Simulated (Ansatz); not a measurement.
BaH$_{2}$ squeezed and stretched

A database entry relaxed whole under r2SCAN (Pnma):

```xyz
12
Lattice="6.8023 0.0000 0.0000 0.0000 4.1496 0.0000 0.0000 0.0000 7.8616" Properties=species:S:1:pos:R:3 pbc="T T T"
Ba    1.7737    1.0374    6.9702
Ba    1.6275    3.1122    3.0394
Ba    5.1749    1.0374    4.8222
Ba    5.0286    3.1122    0.8914
H     0.1932    1.0374    1.4206
H     3.2080    3.1122    5.3514
H     3.5944    1.0374    2.5102
H     6.6091    3.1122    6.4410
H     4.3920    1.0374    7.3036
H     5.8115    3.1122    3.3728
H     0.9908    1.0374    4.4888
H     2.4104    3.1122    0.5580
```

The cell was scaled uniformly, its shape held, and the atoms relaxed at each volume with plane-wave PAW DFT (Ansatz 0.2.0; r2SCAN, 500 eV, 4×8×4 Γ-centred mesh, fermi-dirac occupations of width 0.020 eV; no spin, no spin-orbit coupling). One row is withheld.

```tsv
volume (Å³/atom)	energy over the lowest (meV/atom)	pressure (GPa)	gap over mesh and path (eV)
17.383	7.2	2.19	3.24
17.753	3.1	1.40	3.28
18.122	0.8	0.67	3.31
18.492	0.0	0.01	3.34
18.862	?	?	?
19.232	2.7	-1.15	3.36
19.602	5.9	-1.63	3.36
```

Task: Fit the pressures of the other rows to the third-order Birch-Murnaghan form.

Result: With f = [(V₀/V)^(2/3) − 1]/2 and P = 3B₀f(1 + 2f)^(5/2)[1 + 3(B₀′ − 4)f/2], least squares gives V₀ = 18.50 Å³ an atom, B₀ = 31.5 GPa and B₀′ = 3.7; the rows miss the fit by less than 0.01 GPa. The slope of the energies differs from these pressures by less than 0.05 GPa.

Task: How does the gap move with volume?

Result: A parabola in ln(V/V₀) through the other rows has the slope dE_g/d ln V = +1.0 eV at V₀, so by B₀ the gap moves by -31 meV a GPa at this fixed shape: it narrows under pressure.

Task: What does the withheld row hold?

Result: The fit gives -0.59 GPa at 18.862 Å³; the run gave -0.60 GPa and 0.7 meV an atom. Its gap is 3.35 eV, against 3.35 eV from the parabola.

Caveats: the shape of the cell was held, so B₀ is an upper bound where the axes differ in stiffness; 0 K, fixed nuclei; the symmetry was kept, and this need not be the phase that is stable at 0 K; one mesh for all volumes; r2SCAN gaps lie as a rule under measured ones; the slope of the gap can be off by tens of per cent, more where shallow d levels or spin-orbit coupling act on the edges; pressure is positive in compression.
